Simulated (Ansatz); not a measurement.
Trial structure of CaIn3O, not yet relaxed:

```yaml
crystal:
  lattice:
    - [4.73493, 0.00000, 0.00000]
    - [0.00000, 4.73493, 0.00000]
    - [0.00000, 0.00000, 4.73493]
  atoms:
    - { symbol: Ca, position: [0.50000, 0.50000, 0.50000] }
    - { symbol: In, position: [0.00000, 0.50000, 0.50000] }
    - { symbol: In, position: [0.50000, 0.00000, 0.50000] }
    - { symbol: In, position: [0.50000, 0.50000, 0.00000] }
    - { symbol: O, position: [0.00000, 0.00000, 0.00000] }
```

All numbers below come from DFT PBE, scalar-relativistic, plane waves, PAW in Ansatz 0.2.0. Plane waves to 420 eV, a k mesh through Γ of 4×4×4 on the computed 5-atom cell and Gaussian smearing (0.10 eV); collinear spin from starting moments 0.0 0.0 0.0 0.0 1.0 μB.

The zero of energy is the elements' standard structures at the same level (O₂ as a molecule); no fitted shifts are applied.

**Question.** How far from equilibrium is it?

**Answer.** The pressure is 32.8 GPa (it wants to expand), the largest force is 0.00 eV/Å (symmetry fixes the atoms), and the energy is +2.18 eV/atom against the elements. The shortest distance is 2.37 Å.

**Question.** Is it a good guess?

**Answer.** A poor one: relaxing gains about 1.2 eV/atom (the start's value is from the coarse mesh, so the gain is rough) in 15 ionic steps and ends at +0.96 eV/atom on the finer mesh. The symmetry stays Pm-3m (No. 221). The end has the antiperovskite type. The volume per atom grows by 109.0 %, from 21.2 to 44.4 Å³. The shortest distance goes from 2.37 Å (Ca–In) to 3.03 Å (Ca–In). Conventional cell: a = 6.053 Å. Around Ca lie 6 In at 3.03 Å; around In lie 2 Ca at 3.03 Å, 4 O at 4.28 Å and 8 In at 4.28 Å; O has 12 In at 4.28 Å (long contacts).

The last run used collinear spin, a 6×6×6 mesh for its 5-atom cell and Gaussian smearing of 0.10 eV. Another magnetic order may lie lower. The relaxation can't lower the symmetry of the start, and the grade says only how near the guess is to its own end. Symmetry constrained the relaxation, so the result can be a saddle point.
